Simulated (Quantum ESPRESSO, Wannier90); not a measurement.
**Tight-binding from DFT: Al (fcc (Cu type))**

Materials Project entry mp-134; symmetrised, unrelaxed at this level. This is the element's usual structure. Computed values, not measurements, from PBEsol: Quantum ESPRESSO (norm-conserving PseudoDojo potentials, cutoff 32 Ry, no spin polarisation, no spin-orbit coupling) on a Γ-centred 10×10×10 mesh, then Wannier90. Density: 18×18×18 mesh, cold smearing 0.01 Ry.

Input w.win:

```
num_bands = 10
num_wann = 4
num_iter = 0
conv_tol = 1.0e-6
conv_window = 4
dis_num_iter = 1000
dis_conv_tol = 1.0e-6
dis_froz_max = 9.39
write_hr = true
write_u_matrices = true
begin projections
Al: s;p
end projections
begin unit_cell_cart
ang
    0.0000000000    2.0194650000    2.0194650000
    2.0194650000    0.0000000000    2.0194650000
    2.0194650000    2.0194650000    0.0000000000
end unit_cell_cart
begin atoms_frac
Al   0.0000000000  0.0000000000  0.0000000000
end atoms_frac
mp_grid = 10 10 10
begin kpoints
0.0000000000 0.0000000000 0.0000000000
0.0000000000 0.0000000000 0.1000000000
0.0000000000 0.0000000000 0.2000000000
... (997 more lines: the 10x10x10 mesh through Gamma)
end kpoints
```

On the energy scale of pw.x, whose zero is arbitrary, the Fermi level lies at 7.89 eV. Lines of w_hr.dat (R1 R2 R3 m n Re Im, eV) for R = 0 and one of the shortest lattice vectors, rounded to 0.01 eV, lines under 0.02 eV left out; orbitals in order: Al1 s, Al1 pz, Al1 px, Al1 py.

```
    0    0    0    1    1     5.90     0.00
    0    0    0    2    2    11.83     0.00
    0    0    0    3    3    11.83     0.00
    0    0    0    4    4    11.83     0.00
   -1    0    0    1    1    -0.57     0.00
   -1    0    0    2    1     1.00     0.00
   -1    0    0    4    1     1.00     0.00
   -1    0    0    1    2    -1.00     0.00
   -1    0    0    2    2     1.06     0.00
   -1    0    0    4    2     1.40     0.00
   -1    0    0    3    3     0.21     0.00
   -1    0    0    1    4    -1.00     0.00
   -1    0    0    2    4     1.40     0.00
   -1    0    0    4    4     1.06     0.00
```
